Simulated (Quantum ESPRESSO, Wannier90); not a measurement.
Wannier functions of ZnS (wurtzite)

```
CELL_PARAMETERS angstrom
      3.80580     0.00000     0.00000
     -1.90290     3.29592     0.00000
      0.00000     0.00000     6.23798
ATOMIC_POSITIONS crystal
  Zn 0.33333 0.66667 0.00014
  Zn 0.66667 0.33333 0.50014
  S  0.33333 0.66667 0.37486
  S  0.66667 0.33333 0.87486
```

Structure: Materials Project mp-560588, symmetrised, not relaxed again. COD (Crystallography Open Database) has the formula in 4 space groups, this one among them (matched by group alone). Computed values, not measurements, from PBEsol: Quantum ESPRESSO (norm-conserving PseudoDojo potentials, cutoff 68 Ry, no spin polarisation, no spin-orbit coupling) on a Γ-centred 12×12×4 mesh, then Wannier90. Density: 12×12×6 mesh, cold smearing 0.01 Ry.

Base run: 26 functions from bands 9-48 of the 48 computed, start hydrogen-like Zn: s;p;d; S: s;p, centres 0.05 Å off the atoms, frozen window up to 3.58 eV relative to the valence-band maximum, outer window open. One thing is changed at a time; window edges are relative to the valence-band maximum. The misfit compares interpolated bands with pw.x on a high-symmetry path, for states up to 3.1 eV relative to the valence-band maximum. Converged means that the tolerances were met: symmetric starts can stop on a saddle, which shows as a larger Ω_OD at equal Ω_I and can move the misfit too.

| setting | functions | frozen to (eV) | Ω_I (Å²) | Ω_D (Å²) | Ω_OD (Å²) | rms misfit (meV) | worst (meV) | ended |
|---|---|---|---|---|---|---|---|---|
| base | 26 | 3.58 | 21.97 | 0.02 | 3.69 | 0.7 | 9.2 | converged |

Starting from this base row, predict which settings stop with an error, and how Ω_I and the misfit move in the others: frozen window to 7.58 eV; frozen window to 4.58 eV; frozen window to 3.08 eV; frozen window to 9.20 eV.


```json
[
 {"setting": "frozen window to 7.58 eV", "functions": "26", "frozen to (eV)": "7.58", "Ω_I (Å²)": "33.67", "Ω_D (Å²)": "0.19", "Ω_OD (Å²)": "6.60", "rms misfit (meV)": "1.0", "worst (meV)": "12", "ended": "converged"},
 {"setting": "frozen window to 4.58 eV", "functions": "26", "frozen to (eV)": "4.58", "Ω_I (Å²)": "24.38", "Ω_D (Å²)": "0.05", "Ω_OD (Å²)": "3.89", "rms misfit (meV)": "0.9", "worst (meV)": "11", "ended": "converged"},
 {"setting": "frozen window to 3.08 eV", "functions": "26", "frozen to (eV)": "3.08", "Ω_I (Å²)": "21.11", "Ω_D (Å²)": "0.02", "Ω_OD (Å²)": "3.76", "rms misfit (meV)": "6.0", "worst (meV)": "207", "ended": "converged"},
 {"setting": "frozen window to 9.20 eV", "functions": "26", "frozen to (eV)": "9.20", "Ω_I (Å²)": "–", "Ω_D (Å²)": "–", "Ω_OD (Å²)": "–", "rms misfit (meV)": "–", "worst (meV)": "–", "ended": "stops: too many frozen states"}
]
```
